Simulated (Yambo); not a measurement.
## How GW settings move the gap: CdS

G0W0@LDA for CdS (zinc blende, space group F-43m, No. 216) in Yambo. Reference settings: 4×4×4 Γ-centred k mesh, bands 5 to 118 and a 10 Ry block in the screening, 118 bands in G with the Bruneval-Gonze terminator, plasmon pole fitted at 27.2 eV. The LDA gap Γ → Γ on this mesh is 0.94 eV; G0W0 gaps are taken between the same points.

| change from the reference | G0W0 gap Γ → Γ (eV) | shift of the valence edge (eV) | rough Yambo cost |
|---|---|---|---|
| reference settings | 2.27 | -0.90 | 1 |
| 42 bands in W, 42 bands in G | 2.31 | -0.65 | about 1/3 |
| 76 bands in W, 76 bands in G | 2.26 | -0.81 | within a factor of two |
| 42 bands in G | 2.28 | -0.88 | – |
| 76 bands in G | 2.27 | -0.89 | – |
| 54 bands in W | 2.28 | -0.74 | within a factor of two |
| 1 Ry block | 2.29 | -0.44 | within a factor of two |
| 4 Ry block | 2.18 | -0.69 | within a factor of two |
| 8 Ry block | 2.26 | -0.86 | within a factor of two |
| pole fitted at 15 eV | 2.23 | -0.78 | – |
| no random integration | 2.24 | -0.71 | – |
| 42 bands in G, no terminator | 2.11 | -0.41 | – |
| 76 bands in G, no terminator | 2.17 | -0.68 | – |
| no terminator | 2.23 | -0.80 | – |

The reference isn't shown to be the converged limit. Costs are rough (shared machines), scaled to the same edge states, and given only for runs that recompute the screening.

Spin-orbit splittings are left out.

Geometry relaxed with LDA; primitive cell a = b = c = 4.072 Å, α = β = γ = 60.00°.

A shift is the quasiparticle energy of the state minus its LDA energy.
